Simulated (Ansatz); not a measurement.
**7 guesses for Y2Si3O and where they end**

All numbers below come from Ansatz, DFT PBE, scalar-relativistic, plane waves, PAW. All cells share a 420 eV cutoff and Γ-centred k meshes spaced at most about 0.3 Å⁻¹ (about 0.25 or finer for metals, 2π included). No spin polarisation in the final relaxations.

Each guess was relaxed in cell and atoms at zero pressure, within the symmetry of its start. All energies are static (0 K, no zero-point motion). Coordination counts Si or Y atoms around O (for each partner element, those within 1.25 times its shortest distance or 1.15 times the sum of covalent radii, where it is the nearest in units of that sum or under 1.3; the shortest distance is added where it is long for a bond).

| guess | made from | start group | V start (Å³/atom) | end group | V end (Å³/atom) | coordination at the end | gap on mesh (eV) | E over the lowest end (meV/atom) |
| --- | --- | --- | --- | --- | --- | --- | --- | --- |
| 1 | random cell | P-6m2 | 20.1 | P-6m2 | 24.8 | O 3 | 0 | 935 |
| 2 | random cell | P-6m2 | 18.5 | P-6m2 | 29.7 | O 3 | 0 | 1259 |
| 3 | Li3SmSb2 type | P-3m1 | 18.4 | P-3m1 | 17.2 | O 6 | 0 | 0 |
| 4 | Hf2CuSb3 type | P-4m2 | 15.7 | P-4m2 | 18.0 | O 4 | 0 | 310 |
| 5 | Sr2Al3Ge type | P-6m2 | 21.9 | ? | ? | ? | ? | ? |
| 6 | random cell | P6/mmm | 18.8 | P6/mmm | 22.1 | O 12 from 4.0 Å | 0 | 904 |
| 7 | YbCo3B2 type | P6/mmm | 15.4 | P6/mmm | 18.8 | O 6 | 0 | 639 |

Guess 5 as it starts:

```yaml
crystal:
  lattice:
    - [4.11169, 0.00000, 0.00000]
    - [-2.05584, 3.56083, 0.00000]
    - [0.00000, 0.00000, 8.95710]
  atoms:
    - { symbol: Y, position: [0.33333, 0.66667, 0.25167] }
    - { symbol: Y, position: [0.33333, 0.66667, 0.74833] }
    - { symbol: Si, position: [0.66667, 0.33333, 0.50000] }
    - { symbol: Si, position: [0.00000, 0.00000, 0.00000] }
    - { symbol: Si, position: [0.00000, 0.00000, 0.50000] }
    - { symbol: O, position: [0.66667, 0.33333, 0.00000] }
```

**Question.** Fill in the missing row: what does this guess relax into, and where does it rank?

**Answer.** It ends in space group P-6m2 (No. 187), with a = 3.963 Å, c = 7.857 Å, 17.8 Å³/atom and no gap. It lies 194 meV/atom over the lowest end, above guess 3 and below guess 4. Counting Si or Y atoms around O, this end has O 9 and the lowest (guess 3) has O 6. This end and the lowest (guess 3) both hold Si–Si nets.

```cif
data_structure
_symmetry_space_group_name_H-M 'P-6m2'
_symmetry_Int_Tables_number 187
_cell_length_a 3.9629
_cell_length_b 3.9629
_cell_length_c 7.8574
_cell_angle_alpha 90.000
_cell_angle_beta 90.000
_cell_angle_gamma 120.000
_cell_volume 106.87
loop_
_atom_site_label
_atom_site_type_symbol
_atom_site_symmetry_multiplicity
_atom_site_Wyckoff_symbol
_atom_site_fract_x
_atom_site_fract_y
_atom_site_fract_z
_atom_site_occupancy
Y1 Y 2 h 0.33333 0.66667 0.24712 1
Si1 Si 1 f 0.66667 0.33333 0.50000 1
Si2 Si 1 a 0.00000 0.00000 0.00000 1
Si3 Si 1 b 0.00000 0.00000 0.50000 1
O1 O 1 e 0.66667 0.33333 0.00000 1
```

Formation energies are uncorrected and refer to the elements' standard structures at the same level (O₂ as a molecule).

**Question.** Is the lowest end bound against the elements?

**Answer.** Yes: its formation energy is −0.84 eV/atom. A negative formation energy is needed for stability but isn't enough: competing phases decide.

A magnetic state wasn't ruled out in cells without spin, among them P6/mmm at 18.8 Å³/atom. Cells relaxed within their symmetry can be saddle points. A lower structure may well exist outside this small set. Some candidate types were left out of the draw beforehand, so a known form may be missing.
